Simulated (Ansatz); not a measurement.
AgI:
```
AgI
1.0
    4.56036     0.00000     0.00000
   -2.28018     3.94938     0.00000
    0.00000     0.00000     7.45149
Ag I
2 2
Cartesian
  0.00000   2.63292   0.01787
  2.28018   1.31646   3.74362
  0.00000   2.63292   2.81295
  2.28018   1.31646   6.53870
```

x, y and z are the axes in which the lattice vectors are written.

Question: Give the high-frequency dielectric tensor and the Born effective charge tensors of the independent atoms from DFPT, the program Ansatz at the PBEsol level (PAW).

Answer: 
ε∞:
```
5.46  0.00  0.00
0.00  5.46  0.00
0.00  0.00  5.53
```
Z* of atom 1 (Ag), rows: field, columns: displacement, in e:
```
1.16  0.00  0.00
0.00  1.16  0.00
0.00  0.00  1.20
```
Z* of atom 3 (I), rows: field, columns: displacement, in e:
```
-1.16   0.00   0.00
 0.00  -1.16   0.00
 0.00   0.00  -1.20
```

Space group P6_3mc (wurtzite). The PBEsol relaxation kept the symmetry of its start. No spin polarisation was allowed. Scalar-relativistic: spin–orbit coupling is off unless named, which matters more the heavier the elements.

Potentials: the earlier of the program's two PAW sets. The files were generated under PBE; for other functionals the program regenerates the frozen cores, and for LDA and PBEsol the local potential too.
